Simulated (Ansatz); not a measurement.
CO single point

The input, for Ansatz 0.2.0 (plane waves, PAW):

```yaml
crystal:
  lattice:
    - [5.63, 0.0, 0.0]
    - [0.0, 5.63, 0.0]
    - [0.0, 0.0, 5.63]
  atoms:
    - { symbol: C, position: [0.958, 0.958, 0.958] }
    - { symbol: C, position: [0.542, 0.042, 0.458] }
    - { symbol: C, position: [0.458, 0.542, 0.042] }
    - { symbol: C, position: [0.042, 0.458, 0.542] }
    - { symbol: O, position: [0.067, 0.067, 0.067] }
    - { symbol: O, position: [0.433, 0.933, 0.567] }
    - { symbol: O, position: [0.567, 0.433, 0.933] }
    - { symbol: O, position: [0.933, 0.567, 0.433] }
  symmetry: { tolerance: 0.0003 }
kpoints:
  mp_grid: { grid: [5, 5, 5], shift: [0, 0, 0] }
  band_path:
    path:
      - [0.0, 0.0, 0.0]
      - [0.0, 0.5, 0.0]
      - [0.5, 0.5, 0.0]
      - [0.0, 0.0, 0.0]
      - [0.5, 0.5, 0.5]
      - [0.0, 0.5, 0.0]
      - [0.5, 0.5, 0.5]
      - [0.5, 0.5, 0.0]
      - [0.5, 0.0, 0.0]
    npoints: 7
magnetization:
  spin_polarized: false
scf:
  occupations: { method: fermi_dirac, width: 0.1044 }
  lower_state_search: "off"
  max_iter: 200
hamiltonian:
  pseudopotentials: { kind: paw }
  xc: r2scan
basis:
  ecutwfc: 500
  fft_grid_basis: typed
output:
  forces: true
  stress: true
  eigenvalues: true
  bader: true
  populations: true
  elf: true
  write_potential: true
  volumetric_format: npy
  dos:
    e_range: [-12, 8]
    de: 0.05
    projected: { site_lists: { C: [C], O: [O] } }
checkpoint:
  read: saved_state
```

The run starts from an earlier solution of this cell. 

Parts of the output:

```
Free energy (F): -3272.3592 eV
Harris-Foulkes:  -3272.3592 eV  (|F-HF|=4.56e-8)
Internal energy: -3272.3592 eV  (E = F + TS)
E sigma→0 (E₀):  -3272.3592 eV
Fermi energy:    -1.0195 eV
--- Forces (eV/Å), atoms counted from 1 ---
  atom   1  C     -5.5665    -5.5665    -5.5665
  atom   2  C      5.5665     5.5665    -5.5665
  atom   3  C     -5.5665     5.5665     5.5665
  atom   4  C      5.5665    -5.5665     5.5665
  atom   5  O      5.5771     5.5771     5.5771
  atom   6  O     -5.5771    -5.5771     5.5771
  atom   7  O      5.5771    -5.5771    -5.5771
  atom   8  O     -5.5771     5.5771    -5.5771
--- Stress (GPa, compression-positive) ---
       12.3363       0.0000       0.0000
        0.0000      12.3363       0.0000
        0.0000       0.0000      12.3363
  P = ⅓ Tr σ = 12.3363 GPa (123.363 kbar)
--- Löwdin populations: 8 sites ---
  site symbol       q [e]
     0      C      3.7606
     1      C      3.7606
     2      C      3.7606
     3      C      3.7606
     4      O      6.0720
     5      O      6.0720
     6      O      6.0720
     7      O      6.0720
  spilling = 0.0167 (of n_electrons = 40.0000)
--- Bader charges: 8 sites ---
  site symbol  charge [e]  shift [e]
     0      C      1.2599     0.0050
     1      C      1.2598     0.0050
     2      C      1.2598     0.0050
     3      C      1.2598     0.0050
     4      O     -1.2599     0.0050
     5      O     -1.2599     0.0050
     6      O     -1.2599     0.0050
     7      O     -1.2598     0.0050
```

Origin: a database entry at a rescaled volume. Caveats: forces this large suggest misplaced atoms in the database entry; atoms or cell far from equilibrium.
